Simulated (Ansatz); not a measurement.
A trial cell of Sn2PbO3, before relaxation:

```cif
data_structure
_symmetry_space_group_name_H-M 'P4mm'
_symmetry_Int_Tables_number 99
_cell_length_a 3.9107
_cell_length_b 3.9107
_cell_length_c 14.9508
_cell_angle_alpha 90.000
_cell_angle_beta 90.000
_cell_angle_gamma 90.000
_cell_volume 228.65
loop_
_atom_site_label
_atom_site_type_symbol
_atom_site_symmetry_multiplicity
_atom_site_Wyckoff_symbol
_atom_site_fract_x
_atom_site_fract_y
_atom_site_fract_z
_atom_site_occupancy
Sn1 Sn 1 b 0.50000 0.50000 0.41230 1
Sn2 Sn 1 a 0.00000 0.00000 0.25437 1
Sn3 Sn 1 a 0.00000 0.00000 0.58770 1
Sn4 Sn 1 a 0.00000 0.00000 0.92103 1
Pb1 Pb 1 b 0.50000 0.50000 0.07897 1
Pb2 Pb 1 b 0.50000 0.50000 0.74563 1
O1 O 2 c 0.00000 0.50000 0.00000 1
O2 O 2 c 0.00000 0.50000 0.33333 1
O3 O 2 c 0.00000 0.50000 0.66667 1
```

Level of theory: DFT PBE, scalar-relativistic, plane waves, PAW in Ansatz 0.2.0. Cutoff 420 eV, Gaussian smearing, Γ-centred meshes. Cell and atoms relax first on a coarse mesh and then on a converged one. In between, the cell is made exact in the group found at 0.06 Å. The steps can't lower the symmetry of their start. No spin polarisation.

A guess keeps its type if space group and coordination stay and the shape of the cell changes little (axis ratios within about 15 %, angles within 6°); the volume may change.

Q: Does this structure survive the relaxation?

A: It keeps its type. The symmetry stays P4mm (No. 99). The volume per atom grows by 5.3 %, from 19.1 to 20.1 Å³. The shortest distance goes from 2.28 Å (Pb–O and Sn–O) to 2.24 Å (Sn–O). The ratio c/a of the conventional cell changes by a factor of 1.05. Counting neighbours within 15 % of an atom's shortest distance, the start has O 4, Pb 4, Sn 4 and the end O 4, Pb 4, Sn 4.

Energies over the elements count from the elements' standard structures at the same level (O₂ as a molecule), with no fitted energy shifts. The references include grey tin.

Q: At what energy does it end?

A: −1.207 eV/atom. A negative formation energy is needed for stability but isn't enough: competing phases decide.

The last run used an 8×8×2 mesh (in the run's order of axes) for its 12-atom cell and Gaussian smearing of 0.02 eV. Weakly bound directions are ill-defined at this level, which has no dispersion term. These runs have no spin–orbit coupling, which can matter for Pb. Symmetry constrained the relaxation, so the result can be a saddle point.
